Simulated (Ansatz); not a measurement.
Ansatz (a program for electronic structure) input:

Ansatz 0.2 input:
```yaml
crystal:
  lattice:
    - [4.0791430674, 0.0, 0.0]
    - [0.0, 4.0791430674, 0.0]
    - [0.0, 0.0, 4.0791430674]
  atoms:
    - { symbol: K, position: [0.0, 0.0, 0.0] }
    - { symbol: Zn, position: [0.5, 0.5, 0.5] }
    - { symbol: F, position: [0.5, 0.5, 0.0] }
    - { symbol: F, position: [0.0, 0.5, 0.5] }
    - { symbol: F, position: [0.5, 0.0, 0.5] }
kpoints:
  mp_grid: { grid: [5, 5, 5] }
hamiltonian:
  xc: hse06
  pseudopotentials: { kind: paw }
scf:
  occupations: { method: fixed }
checkpoint: { read: static.run }
output: { bader: true, populations: true }
```

Output (shortened):

```
WARN checkpoint.read: basis.xc_grid differs: saved 2, current 1 (points along each axis for each point of the dense box …
WARN checkpoint.read: where the exact-exchange loop starts from the saved orbitals it accepts no state on its first cycle, because this run solves another …
Pseudopotential: K, paw, valence charge 9
Pseudopotential: Zn, paw, valence charge 12
Pseudopotential: F, paw, valence charge 7
Functional definition: HSE06
davidson cushion auto → on  (no smearing: the cushion is to keep the highest requested band from converging to the state above it …
Crystal: 5 atoms, lattice volume = 67.875 Å³
Basis set: ecut = 420 eV, 1357 PW (Γ)
Bands: 26, of which v1, the nominal top of the filled ones, is band 21 counted from 1 (20 counted from 0)
Symmetry: 48 space group operations
Space group: Pm-3m (ITA 221), of the structure as read, at distance tolerance 4.1e-5 Å
k-points: 10 of 125
Exchange kernel: α = 0.2500, screened, ω = 0.2079 Å⁻¹, Wigner–Seitz truncation, v(0) = 1045.6461 eV·Å³, q-mesh 5×5×5, nearest image of the exchange supercell L …
Frozen-core exchange: fock
iter 1 solved again at ethr=5.12e-11 eV; its pass at ethr=1.00e-1 eV (dr2=2.15e-8 eV) is discarded
SCF iter   1: F=—  HF=-7286.880214 eV  |F-HF|=—  |Δ(HF+E_count)|=         —  Δρ=1.69e-5  dr2=1.19e-7  ethr=5.12e-11  ⟨swp⟩=7.1  Hψ=1528  notcnv=0
preconditioner: auto → none
SCF iter   2: F=-7286.880214 eV  HF=-7286.880214 eV  |F-HF|=6.37e-9  |Δ(HF+E_count)|=   2.97e-8  Δρ=5.46e-6  dr2=2.03e-8  ethr=5.12e-11  ⟨swp⟩=4.0  Hψ=942  notcnv=0
SCF 1 converged in 2 iterations: F = -7286.880214 eV  dr2 = 2.03e-8
hybrid outer 1: dexx = +2.229e-8 eV, tail = 9.20e-7 eV
Crystal: 5 atoms, lattice volume = 67.875 Å³
Exchange kernel: α = 0.2500, screened, ω = 0.2079 Å⁻¹, Wigner–Seitz truncation, v(0) = 1045.6461 eV·Å³, q-mesh 5×5×5, nearest image of the exchange supercell L …
Frozen-core exchange: fock
SCF iter   1: F=—  HF=-7286.880225 eV  |F-HF|=—  |Δ(HF+E_count)|=         —  Δρ=1.93e-5  dr2=1.37e-7  ethr=1.09e-8  ⟨swp⟩=2.1  Hψ=581  notcnv=0
preconditioner: auto → none
SCF iter   2: F=-7286.880225 eV  HF=-7286.880225 eV  |F-HF|=1.40e-8  |Δ(HF+E_count)|=   3.83e-8  Δρ=5.80e-6  dr2=1.52e-8  ethr=3.24e-10  ⟨swp⟩=3.0  Hψ=775  notcnv=0
SCF 2 converged in 2 iterations: F = -7286.880225 eV  dr2 = 1.52e-8
hybrid outer 2: dexx = +1.687e-8 eV, tail = 3.88e-8 eV, Δε = 6.03e-4 eV (about 3.08e-4 eV left of the loop's levels)
hybrid SCF converged: 2 outer / 4 inner (+0 warm-up), last move |dexx| = 1.69e-8 eV, tail = 3.88e-8 eV
Stability not checked (fock_operator)
Free energy (F): -7286.880225 eV
Frozen-core exchange: fock
Harris-Foulkes:  -7286.880225 eV  (|F-HF|=1.40e-8)
Internal energy: -7286.880225 eV  (E = F + TS)
E sigma→0 (E₀):  -7286.880225 eV
Fermi energy:    1.913182 eV
--- Per-component energies (eV) ---
  E_band       = -249.882508
  E_kinetic    = 1011.224000
  E_local      = -4100.981678  (includes V_loc(G=0)·N_el)
  E_nonlocal   = 857.408186
  E_hartree    = 1626.534021
  E_xc         = -407.427964
  E_vxc        = -414.802978  (∫ρ·V_xc dr)
  E_exx        = -146.325490  (= α·E_x^exact, valence–valence)
  E_paw        = -3182.773418  (= ΣΔE_a)
  E_vpaw       = -563.148870  (= ΣTr[D̂ρ^β])
  E_aug_tail   = 0.006009  (compensation charges beyond the density's cutoff)
  E_ewald      = -2944.952839
  E_core_change = 0.408946  (= ΣΔE_core)
  E_smearing   =  0.000000  (= −TS)
  E_closure    =  0.000000  (closes the sum)
  Σ components = -7286.880225   (vs F -7286.880225, Δ=-9.09e-13)
  [band-id]    e_kinetic+e_local+e_nonlocal+2·e_hartree+e_vxc+2·e_exx+e_vpaw+e_augmentation_tail = -249.878268   (vs E_band -249.882508, Δ=4.24e-3)
--- Band table (eV; the first three rows and the last of 10) ---
  k-point 0: bands = ["-26.1832", "-20.7242", "-20.1189", "-20.1189", "-8.3227", "-8.3227", "-8.3227", "-1.9978", "-1.9978", "-1.9978", "-1.7721", "-1.7721", "-1.6979", "-1.6979", "-1.6979", "0.2665", "0.2665", "0.2665", "0.5444", "0.5444", "0.5444", "8.4044", "13.3202"]
  k-point 1: bands = ["-26.1758", "-20.6795", "-20.1597", "-20.1167", "-8.3193", "-8.3067", "-8.3067", "-2.8179", "-2.1208", "-2.1208", "-1.9968", "-1.7719", "-1.6107", "-1.6107", "-0.8125", "0.1989", "0.2870", "0.2870", "0.4295", "0.5219", "0.5219", "9.1406", "13.5429"]
  k-point 2: bands = ["-26.1638", "-20.5879", "-20.2447", "-20.1131", "-8.3136", "-8.2804", "-8.2804", "-3.5196", "-2.2515", "-2.2515", "-1.9951", "-1.7716", "-1.5449", "-1.5449", "-0.5057", "0.0917", "0.3407", "0.3407", "0.4044", "0.4721", "0.4721", "10.7596", "13.0975"]
  k-point 9: bands = ["-26.1393", "-20.3162", "-20.2505", "-20.2505", "-8.4533", "-8.4533", "-8.4205", "-3.5392", "-3.5050", "-3.5050", "-2.5759", "-2.5412", "-2.5412", "0.0261", "0.0946", "0.0946", "0.7354", "0.7354", "0.7998", "1.8905", "1.8905", "12.7902", "13.4716"]
  guard bands above this table: 3 of the run's 26 bands. The solve was not asked for them (output.publish_guard_bands: true or output.eigenvalues …
--- Löwdin populations: 5 sites ---
  site symbol       q [e]
     0      K      8.1743
     1     Zn     10.3907
     2      F      7.7553
     3      F      7.7553
     4      F      7.7553
  spilling = 0.004029 (of n_electrons = 42.000000)
--- Bader charges: 5 sites ---
  site symbol  charge [e]  shift [e]
     0      K      0.9041     0.0000
     1     Zn      1.5322     0.0087
     2      F     -0.8121     0.0029
     3      F     -0.8121     0.0029
     4      F     -0.8121     0.0029
  shift: an alarm, by how much a part of what the PAW files miss would move the charge. Where it is large, compare
  with a run on PAW files of another source; a small one proves nothing
  estimated error of the sums over rays = 1.4e-4 e
```

Cost: roughly 80 core-seconds on shared cores.

The cell was relaxed with HSE06 under the symmetry of its start.

Potentials: the later of the program's two PAW sets.

Ansatz is a plane-wave DFT program.
